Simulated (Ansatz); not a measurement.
Crystals of one structure type (zinc blende), relaxed and computed with the program Ansatz at the HSE06 level (PAW).

```tsv
crystal	a (Å)	gap (eV)	B₀ by P(V) fit (GPa)
AlN	4.366	4.56	212
BP	4.524	1.95	174
AlP	?	?	?
GaP	5.465	2.27	87.7
InP	5.902	1.38	69.4
```

Q: Some entries are withheld; supply them.

A: 
- AlP, a (Å): 5.476
- AlP, gap (eV): 2.28
- AlP, B₀ by P(V) fit (GPa): 90.7

All cells were relaxed under the symmetry of their starts (and spin orders); stability against distortions was not tested throughout. Scalar-relativistic: spin–orbit coupling is off unless named, which matters more the heavier the elements.

Potentials: the later of the program's two PAW sets.
